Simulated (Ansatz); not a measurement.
SrTiO3 (cubic perovskite, space group No. 221), a = b = c = 3.891 Å, α = β = γ = 90.00°.

Relaxed with PBEsol.

Q: Which orbitals make up the states near the band edges in plane-wave PAW PBEsol (Ansatz code)?

A: Top 1 eV of the valence band: O 2p 95 %. Bottom 1 eV of the conduction band: Ti 3d 88 %, O 2p 9 %. Projections are on Löwdin-orthogonalised atomic valence shells; empty p or d shells of many metals are not among them.

Q: Tabulate the density of states.

A: States/eV per cell of 5 atoms, in 0.25 eV bins, energy from the valence-band maximum.

| E (eV) | total | O 2p | Ti 3d | O 2s |
|---|---|---|---|---|
| -7.88 | 0.00 | 0.00 | 0.00 | 0.00 |
| -7.63 | 0.00 | 0.00 | 0.00 | 0.00 |
| -7.38 | 0.00 | 0.00 | 0.00 | 0.00 |
| -7.13 | 0.00 | 0.00 | 0.00 | 0.00 |
| -6.88 | 0.00 | 0.00 | 0.00 | 0.00 |
| -6.63 | 0.00 | 0.00 | 0.00 | 0.00 |
| -6.38 | 0.00 | 0.00 | 0.00 | 0.00 |
| -6.13 | 0.00 | 0.00 | 0.00 | 0.00 |
| -5.88 | 0.00 | 0.00 | 0.00 | 0.00 |
| -5.63 | 0.00 | 0.00 | 0.00 | 0.00 |
| -5.38 | 0.00 | 0.00 | 0.00 | 0.00 |
| -5.13 | 0.00 | 0.00 | 0.00 | 0.00 |
| -4.88 | 0.00 | 0.00 | 0.00 | 0.00 |
| -4.63 | 0.93 | 0.69 | 0.14 | 0.00 |
| -4.38 | 4.77 | 3.44 | 0.88 | 0.01 |
| -4.13 | 4.44 | 3.10 | 1.05 | 0.02 |
| -3.88 | 3.93 | 2.79 | 0.89 | 0.03 |
| -3.63 | 4.12 | 3.03 | 0.83 | 0.03 |
| -3.38 | 4.90 | 3.73 | 0.90 | 0.03 |
| -3.13 | 6.24 | 4.98 | 0.92 | 0.03 |
| -2.88 | 7.17 | 5.97 | 0.81 | 0.02 |
| -2.63 | 2.46 | 1.95 | 0.39 | 0.02 |
| -2.38 | 1.94 | 1.57 | 0.28 | 0.01 |
| -2.13 | 1.81 | 1.52 | 0.18 | 0.02 |
| -1.88 | 3.47 | 3.05 | 0.17 | 0.04 |
| -1.63 | 2.31 | 2.07 | 0.10 | 0.02 |
| -1.38 | 4.52 | 4.13 | 0.18 | 0.03 |
| -1.13 | 5.64 | 5.19 | 0.24 | 0.04 |
| -0.88 | 6.02 | 5.62 | 0.20 | 0.03 |
| -0.63 | 3.49 | 3.33 | 0.07 | 0.01 |
| -0.38 | 2.27 | 2.21 | 0.01 | 0.00 |
| -0.13 | 1.57 | 1.55 | 0.00 | 0.00 |
| 0.12 | 0.00 | 0.00 | 0.00 | 0.00 |
| 0.37 | 0.00 | 0.00 | 0.00 | 0.00 |
| 0.62 | 0.00 | 0.00 | 0.00 | 0.00 |
| 0.87 | 0.00 | 0.00 | 0.00 | 0.00 |
| 1.12 | 0.00 | 0.00 | 0.00 | 0.00 |
| 1.37 | 0.00 | 0.00 | 0.00 | 0.00 |
| 1.62 | 0.00 | 0.00 | 0.00 | 0.00 |
| 1.87 | 0.08 | 0.00 | 0.08 | 0.00 |
| 2.12 | 0.85 | 0.04 | 0.79 | 0.00 |
| 2.37 | 1.05 | 0.09 | 0.94 | 0.00 |
| 2.62 | 1.39 | 0.16 | 1.19 | 0.00 |
| 2.87 | 1.59 | 0.23 | 1.31 | 0.00 |
| 3.12 | 2.03 | 0.34 | 1.63 | 0.00 |
| 3.37 | 2.57 | 0.47 | 2.01 | 0.00 |
| 3.62 | 3.86 | 0.77 | 2.93 | 0.00 |
| 3.87 | 5.94 | 1.23 | 4.42 | 0.01 |
| 4.12 | 3.07 | 0.60 | 2.22 | 0.00 |
| 4.37 | 1.53 | 0.32 | 1.09 | 0.00 |
| 4.62 | 0.74 | 0.03 | 0.58 | 0.08 |
| 4.87 | 0.96 | 0.06 | 0.74 | 0.11 |
| 5.12 | 1.12 | 0.10 | 0.84 | 0.13 |
| 5.37 | 1.42 | 0.15 | 1.03 | 0.16 |
| 5.62 | 1.38 | 0.16 | 0.87 | 0.13 |
| 5.87 | 1.19 | 0.15 | 0.64 | 0.09 |
| 6.12 | 1.26 | 0.17 | 0.61 | 0.08 |
| 6.37 | 1.40 | 0.19 | 0.58 | 0.09 |
| 6.62 | 1.74 | 0.24 | 0.66 | 0.11 |

Space group Pm-3m (cubic perovskite). The cell was relaxed with PBEsol under the symmetry of its start. At this level the phase is dynamically unstable (imaginary phonons). No spin polarisation was allowed. Scalar-relativistic: spin–orbit coupling is off unless named, which matters more the heavier the elements.

Potentials: the earlier of the program's two PAW sets. The files were generated under PBE; for other functionals the program regenerates the frozen cores, and for LDA and PBEsol the local potential too.
